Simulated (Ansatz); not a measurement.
Run times of several calculations on HfO2 with Se replacing O

HfO2 with Se replacing O, neutral cell. Cell: 24 atoms, space group F-43m, a = 7.234 Å, b = 7.234 Å, c = 7.234 Å, α = 60.00°, β = 60.00°, γ = 60.00°.

All runs are DFT with Ansatz 0.2.0 on 1 thread of Arm Neoverse V1 (aarch64; 8 cores open to the job, memory cap 3.0 GiB, no GPU), a shared host.

(1) Rank the runs by wall time, shortest first.
A. single point at relaxed positions, r2SCAN, 500 eV, 3×3×3 k-points, smearing 0.01 eV
B. single point, PBE, 420 eV, 3×3×3 k-points, smearing 0.01 eV
C. relaxation of the ions, PBE, 420 eV, 3×3×3 k-points, smearing 0.01 eV

Results:

(1) B (42 s, 0.73 GiB), A (84 s, 1.2 GiB), C (3.4 min, 0.83 GiB).
